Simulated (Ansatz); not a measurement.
**Energy and pressure of FeNi3 against volume, without spin**

Computed with DFT PBEsol, scalar-relativistic, plane waves, PAW (Ansatz 0.2.0).

```xyz
4
Lattice="-1.7670 1.7670 3.5396 1.7670 -1.7670 3.5396 1.7670 1.7670 -3.5396" Properties=species:S:1:pos:R:3 pbc="T T T"
Fe    0.0000    0.0000    0.0000
Ni    0.0000    0.0000    3.5396
Ni    0.0000    1.7670    1.7698
Ni    1.7670    0.0000    1.7698
```

The plane-wave cutoff is 420 eV, the Γ-centred k-mesh is 16×16×16 and the occupation rule is Gaussian smearing, 0.1 eV. The spin treatment is unpolarised.

The cell is scaled evenly at fixed fractional positions, V₀ being the volume of the cell shown; start: no spin polarisation. Energies are extrapolated to zero smearing. A spin-polarised state can lie lower, at larger volumes above all.

| V/V₀ | E above lowest (meV/atom) | P (GPa) |
| --- | --- | --- |
| 0.800 | 189.9 | 51.5 |
| 0.860 | 43.2 | 21.5 |
| 0.920 | 0.0 | 0.9 |
| 0.960 | 12.2 | -9.1 |
| 1.000 | ? | ? |
| 1.040 | ? | ? |
| 1.100 | 213.9 | -29.4 |
| 1.180 | 392.9 | -34.7 |

Q: Fill in the withheld rows.

A: The withheld rows:

```csv
V/V₀,E above lowest (meV/atom),P (GPa)
1.000,48.8,-16.8
1.040,104.3,-22.9
```

Cost: 8 runs of about 4 core-minutes in all, on Arm Neoverse V2 (shared hosts).